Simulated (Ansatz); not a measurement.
Collinear states of TiCl₂

These are results of Ansatz, DFT r2SCAN+U, scalar-relativistic, plane waves, PAW, not measurements.

```xyz
3
Lattice="0.0000 3.1346 3.1346 3.1346 0.0000 3.1346 3.1346 3.1346 0.0000" Properties=species:S:1:pos:R:3 pbc="T T T"
Ti    0.0000    0.0000    0.0000
Cl    1.5673    1.5673    1.5673
Cl    4.7019    4.7019    4.7019
```

* plane-wave cutoff: 500 eV
* Γ-centred k-mesh: 8×8×8
* occupation rule: Gaussian smearing, 0.05 eV
* U_eff on Löwdin-orthogonalised atomic d orbitals: Ti 2 eV
* list of starting moments (μB, in atom order): 1 0 0
* check for lower electronic states after the SCF: asked for but not made

All runs keep this geometry, which isn't relaxed for the lowest state (largest force there 0.000 eV/Å, pressure 2.3 GPa) and needn't be a stable compound; relaxing each order can shift differences of a few meV. A propagation vector, in units of the reciprocal vectors, doubles the cell, which takes an equally dense mesh. Site moments are spin moments in atom-centred spheres that scale with the neighbour distance. The states are those that the runs reached from these starts; a lower one can exist.

Question: Order the starts by the energy of the state that they reach, lowest first.
A. antiferromagnetic, doubled cell, propagation vector (0, 0, 1/2)
B. ferromagnetic

Answer: B (0.00 meV/atom), A (3.80 meV/atom).

```tsv
start	ends	energy above lowest (meV/atom)	site moments (μB)	gap on mesh (eV)	P (GPa)
ferromagnetic	ferromagnetic	0.00	Ti +1.67	3.57	2.3
antiferromagnetic, doubled cell, propagation vector (0, 0, 1/2)	antiferromagnetic	3.80	Ti +1.65, Ti -1.65	3.65	2.4
```

Cost: 2 runs of about 2.8 core-minutes in all, on Intel Xeon Processor @ 2.50GHz (Skylake/Cascade Lake) (shared hosts).